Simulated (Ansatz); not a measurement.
MgS:
```xyz
2
Lattice="0.0000 2.5647 2.5647 2.5647 0.0000 2.5647 2.5647 2.5647 0.0000" Properties=species:S:1:pos:R:3 pbc="T T T"
Mg     0.0000     0.0000     0.0000
S      2.5647     2.5647     2.5647
```

Relaxed with LDA. Special points in fractions of this cell's reciprocal vectors: Γ (0.000, 0.000, 0.000); X (0.500, 0.000, 0.500); U (0.625, 0.250, 0.625); K (0.375, 0.375, 0.750); L (0.500, 0.500, 0.500); W (0.500, 0.250, 0.750).

List the band energies nearest the valence-band maximum at these points for LDA in the plane-wave PAW code Ansatz.

In eV from the valence-band maximum; about four levels below and three above (degenerate sets whole), none deeper than 8.9 eV; points with the same levels are listed once.

| k | below | above |
|---|---|---|
| Γ | 0.00 0.00 0.00 | 3.82 7.77 7.77 7.77 |
| X | -4.47 -1.80 -1.80 | 2.65 4.11 12.22 |
| U | -3.95 -3.41 -1.46 | 3.76 6.61 9.66 |
| L | -5.13 -0.64 -0.64 | 4.43 6.76 6.76 |
| W | -3.46 -3.46 -2.53 | 5.24 7.87 7.87 |

Space group Fm-3m (rock salt). The LDA relaxation kept the symmetry of its start.

Potentials: the earlier of the program's two PAW sets. The files were generated under PBE; for other functionals the program regenerates the frozen cores, and for LDA and PBEsol the local potential too.
